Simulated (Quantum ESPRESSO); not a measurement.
Parts of the isotropic shielding in MgBe₃S₄, by PBE GIPAW on JTH datasets (Quantum ESPRESSO, modified build), 20 Ha, k-mesh 5×5×5 shifted:

```
CELL_PARAMETERS angstrom
      5.09307     0.00000     0.00000
      0.00000     5.09307     0.00000
      0.00000     0.00000     5.09307
ATOMIC_POSITIONS crystal
  Mg 0.00000 0.00000 0.00000
  S  0.26893 0.26893 0.26893
  Be 0.00000 0.50000 0.50000
  S  0.26893 0.73107 0.73107
  Be 0.50000 0.00000 0.50000
  S  0.73107 0.26893 0.73107
  Be 0.50000 0.50000 0.00000
  S  0.73107 0.73107 0.26893
```
The cell was made here from a computed Materials Project entry: one of 4 Be replaced by Mg, cell and atoms relaxed (PBE without dispersion, pw.x of Quantum ESPRESSO, symmetry kept). The parent is BeS in F-43m; whether this form has been observed was not checked. The swapped cell is a model, not a known phase. Stability against distortions was not tested.

The core term is that of the free atom's frozen core; the paramagnetic column sums the reconstruction terms. Shieldings are absolute and leave out the bulk-susceptibility term; a larger σ means a smaller chemical shift. By our sweeps, such settings leave a few ppm in absolute σ. The datasets of Mg, S hold no d projectors, which limits absolute σ on these atoms.

```csv
site,core,bare (smooth current),diamagnetic correction,paramagnetic corrections,σ_iso (ppm)
Mg (atom 1),412.8,21.7,250.3,?,?
"S (atoms 2, 4, 6, 8)",979.8,42.8,-10.0,?,?
"Be (atoms 3, 5, 7)",0.0,-11.4,113.3,?,?
```

Some entries are withheld; supply them.


- Mg (atom 1), paramagnetic corrections: -224.0
- Mg (atom 1), σ_iso (ppm): 460.9
- S (atoms 2, 4, 6, 8), paramagnetic corrections: -368.5
- S (atoms 2, 4, 6, 8), σ_iso (ppm): 644.1
- Be (atoms 3, 5, 7), paramagnetic corrections: -15.1
- Be (atoms 3, 5, 7), σ_iso (ppm): 86.8
